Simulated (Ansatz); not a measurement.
A relaxed cell of P (Pm-3m (No. 221)), relaxed on a k-mesh at least as fine as the one used below. Computed with PBEsol (plane waves to 420 eV, PAW, scalar-relativistic; Ansatz, a quantum-chemistry and plane-wave program). Γ-centred k-mesh 13×13×13 on the run's cell (coarser than for final values), Fermi–Dirac smearing 0.05 eV.

```xyz
2
Lattice="4.8412 0.0000 0.0000 2.4206 2.4206 0.0000 2.4206 0.0000 2.4206" Properties=species:S:1:pos:R:3 pbc="T T T"
P      0.0000     0.0000     0.0000
P      2.4206     0.0000     0.0000
```

The atoms are displaced along an unstable phonon of this cell by (Å):

| atom | ux | uy | uz |
|---|---|---|---|
| P1 | 0.000 | 0.000 | -0.150 |
| P2 | 0.000 | 0.000 | 0.150 |

### Question
What forces (eV/Å) and pressure result?

### Answer
```json
[
 {"atom": "P1", "Fx": "0.00", "Fy": "0.00", "Fz": "1.44"},
 {"atom": "P2", "Fx": "0.00", "Fy": "0.00", "Fz": "-1.44"}
]
```

Pressure +7.8 GPa.

### Question
Estimate the energy cost of the displacement in the harmonic approximation and compare with the calculation.

### Answer
For a harmonic well ΔE = −½ Σ F·u = 0.216 eV a cell, or 108 meV/atom. The calculated energy relative to the undisplaced cell is +0.04 eV/atom, so anharmonic terms matter at this amplitude.

The undisplaced cell is probably no minimum: from this displacement the run went on to I4/mmm (No. 139), 0.02 eV/atom below it.

No spin polarisation in the result. The relaxed primitive cell holds an odd number of electrons. A magnetic state may lie lower.

The relaxed structure has the type that P is known to take under pressure; here it was relaxed at zero pressure, from a generated start.
